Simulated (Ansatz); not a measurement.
Relaxing a structure of Bi

The start is a generated cell, Bi placed in the beta-W structure type. A full variable-cell relaxation at zero pressure is run with PBE (plane waves to 420 eV, PAW, scalar-relativistic; Ansatz, a quantum-chemistry and plane-wave program). First-step values are on the input's coarse k-mesh.

Ansatz input (later rounds restart from its end on a renewed k-mesh):
Ansatz 0.2 input:
```yaml
crystal:
  lattice:
    - [6.378312, 0, 0]
    - [0, 6.378312, 0]
    - [0, 0, 6.378312]
  atoms:
    - { symbol: Bi, position: [0.25, 0, 0.5] }
    - { symbol: Bi, position: [0.75, 0, 0.5] }
    - { symbol: Bi, position: [0, 0.5, 0.25] }
    - { symbol: Bi, position: [0, 0.5, 0.75] }
    - { symbol: Bi, position: [0.5, 0.25, 0] }
    - { symbol: Bi, position: [0.5, 0.75, 0] }
    - { symbol: Bi, position: [0, 0, 0] }
    - { symbol: Bi, position: [0.5, 0.5, 0.5] }
basis: { ecutwfc: 420, ecutrho_ratio: 4, xc_grid: 2, fft_grid_basis: typed }
kpoints: { mp_grid: { grid: [5, 5, 5] } }
hamiltonian:
  xc: pbe
  dispersion: none
  pseudopotentials: { azcp: { folder: ./paw }, kind: paw }
scf: { occupations: { method: fermi_dirac, width: 0.05 } }
relax: { f_tol: 0.01, max_steps: 100, cell: { stress_tol: 0.02 } }
output: { forces: true, stress: true }
```

Task: By how much does the energy per atom fall from start to end?

Result: Under 0.01 eV/atom.

Task: How do the shortest distances between atoms change?

Result: The closest pairs of elements (up to four, under 3.6 Å), start → end: Bi–Bi 3.19 → 3.19 Å.

Task: Is the relaxed structure metallic? Give its gap.

Result: Zero (metallic).

Task: Give the final cell and atomic positions.

Result: 
Space group Pm-3n (No. 223); a = b = c = 6.3787 Å, α = β = γ = 90.00°

| atom | site | symmetry | x | y | z |
|---|---|---|---|---|---|
| Bi | 6c | -4m.2 | 0.0000 | 0.5000 | 0.2500 |
| Bi | 2a | m-3. | 0.0000 | 0.0000 | 0.0000 |

The space group stays Pm-3n (No. 223) (the run could not lower it), with 8 atoms in the primitive cell. Final values are on a 8×8×8 k-mesh of the relaxed cell. No spin polarisation in the result.

The run could not lose the symmetry of its start: the end is stationary, and may be a saddle point rather than a minimum.

All atoms sit on sites fixed by symmetry, so only the cell could relax.

The relaxed structure here is a generated cell of Bi: the first start was made by placing the elements on the sites of a structure type, and the end was not matched to a known phase here, so it may be hypothetical. Known forms of Bi include space group No. 166.
